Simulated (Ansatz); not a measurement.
AlCuP₂Se₆:
```cif
data_Al3Cu3P6Se18
_chemical_formula_sum 'Al3 Cu3 P6 Se18'
_space_group_name_H-M_alt 'R3 :H'
_space_group_IT_number 146
_space_group_name_Hall 'R 3'
_cell_length_a 6.22516
_cell_length_b 6.22516
_cell_length_c 19.97673
_cell_angle_alpha 90.000
_cell_angle_beta 90.000
_cell_angle_gamma 120.000
loop_
_atom_site_label
_atom_site_type_symbol
_atom_site_symmetry_multiplicity
_atom_site_Wyckoff_symbol
_atom_site_fract_x
_atom_site_fract_y
_atom_site_fract_z
_atom_site_occupancy
Al1 Al 3 a 0.00000 0.00000 0.16720 1
Cu1 Cu 3 a 0.00000 0.00000 0.83249 1
P1 P 3 a 0.00000 0.00000 0.55500 1
P2 P 3 a 0.00000 0.00000 0.44456 1
Se1 Se 9 b 0.32134 0.00314 0.24881 1
Se2 Se 9 b 0.31946 0.31634 0.08477 1
```
(The calculation used a cell of 10 atoms; values per cell refer to that cell.)

Relaxed with r²SCAN+D4.

Tabulate the valence density and the electron localisation function along the shortest Cu–Se contact (2.66 Å), plane-wave PAW r²SCAN+D4 (Ansatz code).



```csv
distance from Cu (Å),density (e/Å³),ELF
0.27,35.79,0.77
0.40,16.58,0.53
0.53,6.60,0.33
0.67,2.56,0.23
0.80,1.03,0.17
0.93,0.47,0.13
1.06,0.31,0.12
1.20,0.28,0.20
1.33,0.31,0.43
1.46,0.39,0.68
1.60,0.53,0.79
1.73,0.72,0.84
1.86,1.08,0.84
2.00,2.10,0.80
2.13,4.83,0.69
2.26,11.47,0.48
2.39,23.81,0.26
```

The density is the valence pseudo-density with augmentation charge, so density and ELF within about 1 Å of a nucleus are not all-electron values.

The workflow started from a Materials Project entry (that database holds measured and hypothetical structures alike); the Crystallography Open Database copy checked does not list it. With Al and Cu taken as one species the cell has the higher symmetry R-3, so it may be an ordered model of a mixed-site phase. Its standing as an ambient phase is unchecked. Symmetry was held in the r²SCAN+D4 relaxation; its stability against distortions is not shown here. The run is not spin-polarised.

Potentials: the later of the program's two PAW sets.
